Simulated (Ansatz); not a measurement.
## Phonons of YAu (CsCl-type structure)

Method: PBEsol, scalar-relativistic; no spin polarisation; PAW, 420 eV, Gaussian smearing of 0.15 eV; code Ansatz. The datasets are Ansatz's generated set soft_2.

```
Y Au
1.0
     3.55257    0.00000    0.00000
     0.00000    3.55257    0.00000
     0.00000    0.00000    3.55257
Y Au
1 1
Direct
  0.00000 0.00000 0.00000
  0.50000 0.50000 0.50000
```

The start was a prototype's sites filled with these elements; the Crystallography Open Database holds the compound in this structure.

Force constants come from finite displacements in a 2×2×2 supercell (the unit cell's 10×10×10 k-mesh, folded to it); the long-range dipole term is not included. Points in reciprocal vectors of this cell: Γ = (0.000, 0.000, 0.000), X = (0.000, 0.500, 0.000), M = (0.500, 0.500, 0.000), R = (0.500, 0.500, 0.500).

Frequencies at the named points (cm⁻¹, imaginary ones negative):
```
point              ω (cm⁻¹)
    Γ     0 0 0 102 102 102
    X    56 56 65 94 94 177
    M     7 7 40 78 157 157
    R  49 49 49 161 161 161
```

Task: Is the structure dynamically stable along this path, and where does the spectrum end?

Result: Yes: no branch is imaginary beyond numerical noise. The highest frequency is 177 cm⁻¹, at X. Points that don't fit the supercell are interpolated. The lowest branch at M is only 7 cm⁻¹, so the structure is close to an instability there.

Task: What does the harmonic approximation give for the vibrational free energy, entropy and heat capacity?

Result: Zero-point energy 16.0 meV/atom.
```tsv
T (K)	F_vib (meV/atom)	S (J/K per mole of atoms)	C_V (J/K per mole of atoms)
100	3.0	26.0	21.4
200	-33.0	41.9	23.9
300	-81.8	51.7	24.5
400	-139.2	58.8	24.7
500	-203.1	64.3	24.8
600	-272.2	68.8	24.8
700	-345.6	72.7	24.9
800	-422.6	76.0	24.9
900	-502.9	78.9	24.9
1000	-586.1	81.5	24.9
```

The highest mode, 177 cm⁻¹, is worth 250 K. At 300 K the heat capacity has reached 98 % of the classical limit 3R = 24.9 J/K per mole of atoms, since all modes lie under k_BT.

The crystal is a metal or nearly so; low and unstable modes depend on mesh and smearing.

Run time: 41 s on 4 threads of Arm Neoverse V2 (shared host), peak memory 1.7 GiB.

These numbers lack spin–orbit coupling.
